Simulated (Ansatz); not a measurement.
Values for one crystal, relaxed and computed with plane-wave PAW LDA (Ansatz code); other levels are named.

| Item | Result |
|---|---|
| Volume per atom | 21.79 Å³ |
| Electronic character | metallic (no gap) |
| Debye temperature from the elastic constants | 214 K |
| Density of states at the Fermi level | 0.95 states/eV per atom (mean over ±0.08 eV) |
| Bulk modulus (Birch–Murnaghan fit) | 1010 kbar |
| Elastic constants (relaxed ions, GPa) | C11 = 128, C12 = 89.7, C13 = 81.0, C33 = 175, C44 = 18.0 |
| Hill bulk and shear moduli | 103 and 21.9 GPa |

**Question.** Which compound is it?
(A) Cr, bcc (W type)
(B) Pb, fcc (Cu type)
(C) Zn, hcp (Mg type)
(D) Zr, hcp (Mg type)

**Answer.** D, Zr, hcp (Mg type)

Space group P6_3/mmc (hcp (Mg type)). The cell was relaxed with LDA under the symmetry of its start. No spin polarisation was allowed. As this level gives no gap, shear constants depend on the k-mesh and smearing (Fermi–Dirac, 0.1 eV here). Spin–orbit coupling is left out wherever it is not named.

Potentials: the earlier of the program's two PAW sets.
